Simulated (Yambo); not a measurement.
Yambo run on K₂NiF₆ (space group Fm-3m, No. 225). The wavefunctions are PBEsol (pw.x of Quantum ESPRESSO, ONCV potentials, no spin-orbit coupling) ones on a 2×2×2 mesh (39 occupied bands); a = 5.6587 Å, b = 5.6587 Å, c = 5.6587 Å, α = 60.00°, β = 60.00°, γ = 60.00°.

Yambo input:

```
rim_cut
gw0
dyson
el_el_corr
HF_and_locXC
ppa
em1d
RandQpts= 1000000
RandGvec= 1 Ry
EXXRLvcs= 98 Ry
VXCRLvcs= 392 Ry
Chimod= "HARTREE"
% BndsRnXp
 5 | 134 |
%
NGsBlkXp= 7 Ry
% LongDrXp
 1.0 | 1.0 | 1.0 |
%
PPAPntXp= 27.2114 eV
% GbndRnge
 1 | 134 |
%
GTermKind= "BG"
DysSolver= "n"
ExtendOut
% QPkrange
 3 | 3 | 39 | 40 |
%
```

k points by index: 3 = X.

Table of the .qp output:

```
#    K-point    Band    Eo [eV]    E [eV]    E-Eo [eV]    Vxc [eV]    Vnlxc [eV]    Sc|Eo [eV]    Sc|E [eV]    dSc/dw|Eo [eV]    Re(Z)    Im(Z)
#
    3    39    0.000000    -1.509604    -1.509604    -28.80560    -37.71564    6.905984    7.400441    -8.911309    0.753300    -0.001839
    3    40    1.559141    3.710134    2.150994    -28.30151    -23.21500    -2.283604    -2.935512    -8.246560    0.767423    -0.001698
```
(The two width columns are left out.) Convergence of these settings isn't established.

Geometry of the Materials Project entry, not relaxed at this level.

The structure is a Materials Project entry; no match was found in the copy of COD used, and its stability was not checked.

The runs are not spin-polarised; magnetic order was not tried.
